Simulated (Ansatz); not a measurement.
SnC:
```xyz
4
Lattice="3.5915 0.0000 0.0000 -1.7958 3.1103 0.0000 0.0000 0.0000 5.8798" Properties=species:S:1:pos:R:3 pbc="T T T"
Sn     0.0000     2.0736     0.0018
C      1.7958     1.0368     0.7332
Sn     1.7958     1.0368     2.9417
C      0.0000     2.0736     3.6731
```

Relaxed with PBE. Special points in fractions of this cell's reciprocal vectors: Γ (0.000, 0.000, 0.000); M (0.500, 0.000, 0.000); K (0.333, 0.333, 0.000); A (0.000, 0.000, 0.500); L (0.500, 0.000, 0.500); H (0.333, 0.333, 0.500).

List the band energies nearest the valence-band maximum at these points for plane-wave PAW PBE (Ansatz code).

In eV from the valence-band maximum; about four levels below and three above (degenerate sets whole), none deeper than 8.9 eV; points with the same levels are listed once.

| k | below | above |
|---|---|---|
| Γ | -1.24 -1.24 -0.10 0.00 0.00 | 0.80 1.67 5.60 5.60 |
| M | -4.59 -2.98 -2.60 -1.21 | 2.21 3.17 3.85 |
| K | -5.33 -3.32 -3.32 -3.03 | 2.63 5.14 5.14 |
| A | -0.66 -0.66 -0.66 -0.66 | 2.25 2.25 5.56 5.56 |
| L | -2.21 -2.21 -2.20 -2.20 | 2.00 2.00 4.32 4.32 |
| H | -4.40 -4.40 -1.75 -1.75 | 3.31 3.31 5.02 5.02 |

Space group P6_3mc (wurtzite). The start of the workflow was typed in or built on a structure type; neither database checked (COD, Materials Project) lists it. Its standing as an ambient phase is unchecked. The PBE relaxation kept the symmetry of its start; whether a distortion lowers the energy is not shown. Its formation energy is positive at this level, so the cell may be metastable or incomplete. Spin–orbit coupling is left out wherever it is not named.

Potentials: the earlier of the program's two PAW sets.
